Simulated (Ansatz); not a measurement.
Input:

ZnS:
```xyz
4
Lattice="3.8061 0.0000 0.0000 -1.9031 3.2962 0.0000 0.0000 0.0000 6.2447" Properties=species:S:1:pos:R:3 pbc="T T T"
Zn     1.9031     1.0987     6.2432
Zn     0.0000     2.1975     3.1208
S      1.9031     1.0987     3.9058
S      0.0000     2.1975     0.7834
```

This is the r²SCAN-relaxed structure. x, y and z are the axes in which the lattice vectors are written.

**Question.** All from DFT-r²SCAN in the program Ansatz with PAW potentials, unless another level is named. Estimate the Poisson's ratio.

**Answer.** 0.30.

**Question.** Predict the piezoelectric stress constants (proper, relaxed ions, C/m²).

**Answer.** e15 = e24 = 0.11, e31 = e32 = 0.15, e33 = -0.16.

**Question.** Predict the zero-point energy.

**Answer.** 39.7 meV/atom.

Space group P6_3mc (wurtzite). The cell was relaxed with r²SCAN under the symmetry of its start; phonons on a q-mesh show no instability.

Potentials: the later of the program's two PAW sets.
